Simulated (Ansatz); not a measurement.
Tl:
```xyz
2
Lattice="3.3856 0.0000 0.0000 -1.6928 2.9320 0.0000 0.0000 0.0000 5.4878" Properties=species:S:1:pos:R:3 pbc="T T T"
Tl     0.0000     1.9546     4.1159
Tl     1.6928     0.9773     1.3720
```

Relaxed with LDA. Special points in fractions of this cell's reciprocal vectors: Γ (0.000, 0.000, 0.000); M (0.500, 0.000, 0.000); K (0.333, 0.333, 0.000); A (0.000, 0.000, 0.500); L (0.500, 0.000, 0.500); H (0.333, 0.333, 0.500).

List the band energies nearest the Fermi level at these points for DFT-LDA in the program Ansatz with PAW potentials.

In eV from the Fermi level; about four levels below and three above (degenerate sets whole), none deeper than 8.9 eV; points with the same levels are listed once.

```json
[
 {"k": "Γ", "below": "-5.32 -3.14", "above": "8.37 8.37 10.50"},
 {"k": "M", "below": "-5.85 -4.81 -0.79", "above": "0.33 1.28 3.87"},
 {"k": "K", "below": "-4.63 -4.63 -1.42", "above": "1.76 1.76 2.72"},
 {"k": "A", "below": "–", "above": "3.25 3.25 9.36 9.36 9.36 9.36"},
 {"k": "L", "below": "-4.75 -4.75 -2.49 -2.49", "above": "5.73 5.73 6.19 6.19"},
 {"k": "H", "below": "-4.07 -4.07 -1.00 -1.00", "above": "0.14 0.14 7.70 7.70"}
]
```

Space group P6_3/mmc (hcp (Mg type)). Symmetry was held in the LDA relaxation. Scalar-relativistic: spin–orbit coupling is off unless named, which matters more the heavier the elements.

Potentials: the later of the program's two PAW sets.
